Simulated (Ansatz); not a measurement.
The relaxed structure here is a generated cell of SiNi: the first start was made by placing the elements on the sites of a structure type, and the end was not matched to a known phase here, so it may be hypothetical. Known forms of SiNi include space group No. 62.

One starting cell of SiNi (a generated cell, SiNi placed in the AFLOW prototype AB_tP4_131_c_e (B17, as in PtS)) was relaxed twice with Ansatz (plane waves, PAW, scalar-relativistic): with PBEsol at 420 eV and with PBE at 420 eV. The PBEsol result:

Space group P4₂/mmc (No. 131); a = 3.691 Å, b = 3.691 Å, c = 4.821 Å, α = 90.00°, β = 90.00°, γ = 90.00°

```json
[
 {"atom": "Si", "site": "2c", "symmetry": "mmm.", "x": "0.0000", "y": "0.5000", "z": "0.0000"},
 {"atom": "Ni", "site": "2e", "symmetry": "-4m2", "x": "0.0000", "y": "0.0000", "z": "0.2500"}
]
```

```json
[
 {"quantity": "space group", "PBEsol": "P4₂/mmc", "PBE": "P4₂/mmc"},
 {"quantity": "volume (Å³/atom)", "PBEsol": "16.42", "PBE": "17.02"},
 {"quantity": "a (Å)", "PBEsol": "3.691", "PBE": "3.732"},
 {"quantity": "c (Å)", "PBEsol": "4.821", "PBE": "4.889"},
 {"quantity": "gap (eV, no spin-orbit coupling)", "PBEsol": "0.00", "PBE": "0.00"}
]
```

Both levels end in the same structure; PBE's volume is 3.7 % larger. Neither column is exact.

No spin polarisation in the result. A magnetic state may lie lower.

The run could not lose the symmetry of its start, so the end can be a saddle point.

All atoms sit on sites fixed by symmetry, so only the cell could relax.

Ansatz is an electronic-structure program.
